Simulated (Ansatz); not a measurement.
H4BrN:
```
CELL_PARAMETERS angstrom
      4.00135     0.00000     0.00000
      0.00000     4.00135     0.00000
      0.00000     0.00000     4.00135
ATOMIC_POSITIONS crystal
  H  0.14877 0.14877 0.85123
  H  0.14877 0.85123 0.14877
  H  0.85123 0.85123 0.85123
  H  0.85123 0.14877 0.14877
  Br 0.50000 0.50000 0.50000
  N  0.00000 0.00000 0.00000
```

x, y and z are the axes in which the lattice vectors are written.

Question: Give the high-frequency dielectric tensor and the Born effective charge tensors of the independent atoms from DFPT, plane-wave PAW r²SCAN+D4 (Ansatz code).

Answer: 
ε∞:
```
2.97  0.00  0.00
0.00  2.97  0.00
0.00  0.00  2.97
```
Z* of atom 1 (H), rows: field, columns: displacement, in e:
```
 0.54   0.27  -0.27
 0.27   0.54  -0.27
-0.27  -0.27   0.54
```
Z* of atom 5 (Br), rows: field, columns: displacement, in e:
```
-1.25   0.00   0.00
 0.00  -1.25   0.00
 0.00   0.00  -1.25
```
Z* of atom 6 (N), rows: field, columns: displacement, in e:
```
-0.92   0.00   0.00
 0.00  -0.92   0.00
 0.00   0.00  -0.92
```

Static charges for comparison (Bader): H1 +0.48, Br5 -0.76, N6 -1.16 e. Born charges measure polarisation by displacement and can exceed these by far.

Space group P-43m. The first step of the workflow began from a Materials Project structure, measured or hypothetical; the Crystallography Open Database files this formula in space group No. 215, but the cells were not matched. Its standing as an ambient phase is unchecked. Symmetry was held in the r²SCAN+D4 relaxation; its stability against distortions is not shown here. Scalar-relativistic: spin–orbit coupling is off unless named, which matters more the heavier the elements.

Potentials: the later of the program's two PAW sets.
